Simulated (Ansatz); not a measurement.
**A plane-wave run on Fe2Bi2Te**

The input, for Ansatz 0.2.0 (plane waves, PAW):

```yaml
crystal:
  lattice:
    - [3.943775, 0.0, 0.0]
    - [-1.971887, 3.415414, 0.0]
    - [-1.971887, 1.138471, 9.156883]
  atoms:
    - { symbol: Bi, position: [0.39806, 0.60194, 0.19418] }
    - { symbol: Bi, position: [0.60194, 0.39806, 0.80582] }
    - { symbol: Fe, position: [0.2116, 0.7884, 0.6348] }
    - { symbol: Fe, position: [0.7884, 0.2116, 0.3652] }
    - { symbol: Te, position: [0.0, 0.0, 0.0] }
  symmetry: { tolerance: 0.0003 }
kpoints:
  mp_grid: { grid: [10, 10, 10], shift: [0, 0, 0] }
  band_path:
    path:
      - [0.0, 0.0, 0.0]
      - [0.0, 0.0, 0.5]
      - [0.64605624, -0.32302812, 0.17697188]
      - [0.67697188, -0.35394376, -0.17697188]
      - [0.5, 0.0, 0.0]
      - [0.0, 0.0, 0.0]
      - [0.67697188, -0.33848594, -0.33848594]
      - [0.66151406, -0.33848594, 0.0]
      - [0.5, -0.5, 0.0]
      - [0.0, 0.0, 0.0]
    npoints: 6
magnetization:
  spin_polarized: false
scf:
  occupations: { method: fermi_dirac }
  lower_state_search: "off"
  max_iter: 200
hamiltonian:
  pseudopotentials: { kind: paw }
  xc: pbe
basis:
  ecutwfc: 420
  fft_grid_basis: typed
output:
  forces: true
  stress: true
  eigenvalues: true
  bader: true
  populations: true
  elf: true
  write_potential: true
  volumetric_format: npy
  dos:
    e_range: [-12, 8]
    de: 0.05
    projected: { site_lists: { Bi: [Bi], Fe: [Fe], Te: [Te] } }
checkpoint:
  read: saved_state
```

The run starts from an earlier solution of this cell. 

Excerpt of what it printed:

```
SCF iter   1: F=—  Δρ=1.06e-3  dr2=1.63e-3
SCF iter   2: F=—  Δρ=5.79e-4  dr2=6.31e-4
SCF iter   3: F=—  Δρ=1.00e-4  dr2=2.47e-5
SCF iter   4: F=—  Δρ=2.06e-4  dr2=1.49e-5
SCF iter   5: F=—  Δρ=5.63e-5  dr2=1.95e-6
SCF iter   6: F=—  Δρ=1.19e-5  dr2=2.38e-7
SCF iter   7: F=-40726.3761 eV  Δρ=2.95e-6  dr2=2.04e-8
Free energy (F): -40726.3761 eV
Harris-Foulkes:  -40726.3761 eV  (|F-HF|=5.17e-10)
Internal energy: -40725.8575 eV  (E = F + TS)
E sigma→0 (E₀):  -40726.1168 eV
Entropy (-TS):   -0.5186 eV (-103.712 meV/atom)
Fermi energy:    11.6818 eV
--- Per-component energies (eV) ---
  E_band       = -1012.7730
  E_kinetic    = 1490.8643
  E_local      = -9777.3161  (includes V_loc(G=0)·N_el)
  E_nonlocal   = 1264.2304
  E_hartree    = 4133.4405
  E_xc         = -657.4943
  E_vxc        = -689.6303  (∫ρ·V_xc dr)
  E_paw        = -28732.1509  (= ΣΔE_a)
  E_vpaw       = -1567.8050  (= ΣTr[D̂ρ^β])
  E_aug_tail   = 0.0007  (compensation charges beyond the density's cutoff)
  E_ewald      = -8447.4322
  E_smearing   = -0.5186  (= −TS)
--- Forces (eV/Å), atoms counted from 1 ---
  atom   1  Bi     0.0000     0.0000     3.8096
  atom   2  Bi     0.0000     0.0000    -3.8096
  atom   3  Fe     0.0000     0.0000    -0.6731
  atom   4  Fe     0.0000     0.0000     0.6731
  atom   5  Te     0.0000     0.0000     0.0000
--- Stress (GPa, compression-positive) ---
        4.3809       0.0000       0.0000
        0.0000       4.3809       0.0000
        0.0000       0.0000       8.2209
  P = ⅓ Tr σ = 5.6609 GPa (56.609 kbar)
--- Löwdin populations: 5 sites ---
  site symbol       q [e]
     0     Bi     15.0836
     1     Bi     15.0836
     2     Fe     15.7863
     3     Fe     15.7863
     4     Te     15.7289
  spilling = 0.0068 (of n_electrons = 78.0000)
--- Bader charges: 5 sites ---
  site symbol  charge [e]  shift [e]
     0     Bi      0.1196     0.0001
     1     Bi      0.1196     0.0001
     2     Fe     -0.0113     0.0001
     3     Fe     -0.0113     0.0001
     4     Te     -0.2167     0.0000
```

Total energies depend on the potentials used, so only differences within one code and one set of settings carry meaning.

Origin: a known structure type with other elements, at an estimated volume, so it need not be a known compound. Caveats: no spin polarisation, so a magnetic state may lie lower; atoms or cell far from equilibrium.
